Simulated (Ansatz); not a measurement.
AlRu (Cmcm), relaxed with PBE (Ansatz, a quantum-chemistry and plane-wave program, plane waves, PAW): a = 2.9865 Å, b = 9.1628 Å, c = 4.1215 Å, α = β = γ = 90.00°.

- ΔH_f (eV/atom): -0.43
- B₀ by P(V) fit (GPa): 181

Question: The same phase is relaxed and computed with r²SCAN in the same code. What are the cell and these values now?

Answer: a = 2.978 Å, b = 9.081 Å, c = 4.082 Å, α = 90.00°, β = 90.00°, γ = 90.00°.

- ΔH_f (eV/atom): -0.50
- B₀ by P(V) fit (GPa): 195

Typed or built starts, not in the databases checked: AlRu, Cmcm (Al on 4c, Ru on 4c). All cells were relaxed under the symmetry of their starts (and spin orders); stability against distortions was not tested throughout. Rows with no word on spin ran without spin polarisation. Scalar-relativistic: spin–orbit coupling is off unless named, which matters more the heavier the elements.

Potentials: the later of the program's two PAW sets.

Ansatz is a plane-wave DFT program.

Formation energies count from the lowest solids of the elements computed at the same level, not from gases.
